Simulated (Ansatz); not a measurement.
**SrPb2N2: what symmetry allows forces and stress to be**

```xyz
5
Lattice="3.5824 0.0000 0.0000 -1.7912 3.1025 0.0000 0.0000 0.0000 9.4850" Properties=species:S:1:pos:R:3 pbc="T T T"
Sr    0.0000    0.0000    4.7425
Pb    1.7912    1.0342    1.8388
Pb    0.0000    2.0683    7.6462
N     1.7912    1.0342    6.7520
N     0.0000    2.0683    3.1079
```

Level of theory: Ansatz 0.2.0, DFT PBE, scalar-relativistic, plane waves, PAW.

Cutoff 420 eV; k points 12×12×4 on the computed 5-atom cell (Γ-centred); Gaussian smearing, width 0.05 eV; no spin polarisation.

This distorted cell has space group P3m1, with 6 operations.

Question: Without a calculation: in which directions can each atom feel a force?

Answer: A force must be left unchanged by every operation that keeps its atom in place, so it lies in the space that those operations leave fixed. Atoms that the group maps onto each other feel forces of one size.
| atom | site symmetry | operations at the site | equivalent to atom | allowed force (Cartesian) |
| --- | --- | --- | --- | --- |
| Sr1 | 3m. | 6 | 1 | along (0.00, 0.00, 1.00) |
| Pb2 | 3m. | 6 | 2 | along (0.00, 0.00, 1.00) |
| Pb3 | 3m. | 6 | 3 | along (0.00, 0.00, 1.00) |
| N4 | 3m. | 6 | 4 | along (0.00, 0.00, 1.00) |
| N5 | 3m. | 6 | 5 | along (0.00, 0.00, 1.00) |

That leaves 5 independent force components of 15, tied by 1 condition that the forces sum to zero, so 4 remain. A relaxation in this cell that keeps the symmetry moves the atoms in these directions alone.

Question: And the stress tensor?

Answer: It must be invariant under the point group, which leaves 2 independent components: yz, xz, xy vanish; xx = yy.

Question: Do the computed values obey this?

Answer: Yes. Forces (eV/Å):
```
Sr1  0.000  0.000  0.136
Pb2  0.000  0.000 -0.530
Pb3  0.000  0.000  2.950
N4   0.000  0.000 -3.399
N5   0.000  0.000  0.843
```

Stress (GPa, compression positive, xx yy zz yz xz xy): 5.76 5.76 2.33 0.00 0.00 0.00. The program imposes the same operations on density, forces and stress, so this confirms the analysis and is no independent test of the calculation.

Spin–orbit coupling is left out, which can shift energies with elements as heavy as these. The cell holds layers, and where no dispersion correction was added their binding is poorly described.